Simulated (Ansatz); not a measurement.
Relaxed-ion elastic tensor of LiC$_{6}$ in space group P6/mmm (No. 191; Li on 1a, C on 6k) in GPa (Voigt order), plane-wave PAW PBEsol (Ansatz code); density 2.23 g/cm³, 8.40 Å³ per atom.

```
     1    2     3     4     5    6
-  ---  ---  ----  ----  ----  ---
1  940  161   1.9   0.0   0.0  0.0
2  161  940   1.9   0.0   0.0  0.0
3  1.9  1.9  68.2   0.0   0.0  0.0
4  0.0  0.0   0.0  18.8   0.0  0.0
5  0.0  0.0   0.0   0.0  18.8  0.0
6  0.0  0.0   0.0   0.0   0.0  390
```

Problem. Is the crystal mechanically stable?

Solution. Yes: the smallest eigenvalue of C is 18.8 GPa.

Problem. Work out the Voigt and Reuss bounds. Is their mean of use?

Solution. K_V = 253, K_R = 61.1; G_V = 204, G_R = 38.0 GPa. The bounds lie so far apart that a Hill average or a Debye temperature from it would say little.

The first step of the workflow began from a Materials Project structure, measured or hypothetical; the Crystallography Open Database copy checked does not list it. Its standing as an ambient phase is unchecked. Symmetry was held in the PBEsol relaxation; whether a distortion lowers the energy is not shown. As this level gives no gap, shear constants depend on the k-mesh and smearing (Fermi–Dirac, 0.1 eV here).

Potentials: the earlier of the program's two PAW sets. The files were generated under PBE; for other functionals the program regenerates the frozen cores, and for LDA and PBEsol the local potential too.
